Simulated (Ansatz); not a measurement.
**Relaxing an invented Ge3Te2S structure**

The calculation used DFT PBE, scalar-relativistic, plane waves, PAW (Ansatz 0.2.0). Cutoff 420 eV, Gaussian smearing, Γ-centred meshes. Cell and atoms relax first on a coarse mesh and then on a finer one. In between, the cell is made exact in the group found at 0.06 Å. In metals the finer mesh still leaves noise of several meV/atom or more. The steps can't lower the symmetry of their start. No spin polarisation.

Recipe of this trial structure of Ge3Te2S: random cell by space group and Wyckoff sites (R-3m, No. 166). Lengths were set from tabulated atomic sizes, so they are only a guess.

```
Ge Te S
1.0
     3.47229    2.00473    4.46196
    -3.47229    2.00473    4.46196
     0.00000   -4.00945    4.46196
Ge Te S
3 2 1
Direct
  0.00000 0.00000 0.50000
  0.50000 0.00000 0.00000
  0.00000 0.50000 0.00000
  0.15115 0.15115 0.15115
  0.84885 0.84885 0.84885
  0.00000 0.00000 0.00000
```

The zero of energy is the elements' standard structures at the same level; no fitted shifts are applied.

Q: Where does the relaxation end?

A: The symmetry stays R-3m (No. 166). The volume per atom shrinks by 20.4 %, from 31.1 to 24.7 Å³. The shortest distance goes from 2.02 Å (Ge–Te) to 2.70 Å (Ge–S). The ratio c/a of the conventional cell changes by a factor of 0.86. The energy falls by about 5.3 eV/atom (the start's value is from the coarse mesh). The end is written in a standard setting, so origin, axes and order of atoms can differ from the start's. Conventional cell: a = 6.765 Å, c = 11.229 Å. Around Ge lie 2 S at 2.70 Å and 2 Te at 2.92 Å; Te has 3 Ge at 2.92 Å and 1 Te at 3.14 Å; S has 6 Ge at 2.70 Å.

```cif
data_structure
_symmetry_space_group_name_H-M 'R-3m:H'
_symmetry_Int_Tables_number 166
_cell_length_a 6.7647
_cell_length_b 6.7647
_cell_length_c 11.2285
_cell_angle_alpha 90.000
_cell_angle_beta 90.000
_cell_angle_gamma 120.000
_cell_volume 444.99
loop_
_atom_site_label
_atom_site_type_symbol
_atom_site_symmetry_multiplicity
_atom_site_Wyckoff_symbol
_atom_site_fract_x
_atom_site_fract_y
_atom_site_fract_z
_atom_site_occupancy
Ge1 Ge 9 d 0.16667 0.33333 0.83333 1
Te1 Te 6 c 0.33333 0.66667 0.02686 1
S1 S 3 a 0.00000 0.00000 0.00000 1
```

Q: Give its energy and gap.

A: The formation energy is +0.22 eV/atom and the gap on the 6×6×6 mesh of the 6-atom cell is 0 eV (a metal).

The separate elements lie lower, so it is unstable against them.

The last run used Gaussian smearing of 0.10 eV. These runs have no spin–orbit coupling, which can matter for Te. The reference forms of S and Te are held partly by dispersion forces, which this level lacks. A structure relaxed within its symmetry needn't be a true minimum. Another cell of Ge3Te2S relaxed alike, in P-4m2, lies 92 meV/atom lower, so this cell isn't the stable form at this level.
